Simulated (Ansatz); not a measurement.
B (α-B12), relaxed with LDA (Ansatz, a first-principles code, plane waves, PAW): a = b = 4.8408 Å, c = 12.3933 Å, α = β = 90.00°, γ = 120.00°.

- gap (eV): 1.37

Task: The same phase is relaxed and computed with r²SCAN+D4 in the same code. What are the cell and these values now?

Result: a = 4.8839 Å, b = 4.8839 Å, c = 12.4830 Å, α = 90.00°, β = 90.00°, γ = 120.00°.

* **gap (eV)**: 1.58

All cells were relaxed under the symmetry of their starts (and spin orders); stability against distortions was not tested throughout.

Potentials: the earlier of the program's two PAW sets.

Ansatz is a plane-wave DFT program.
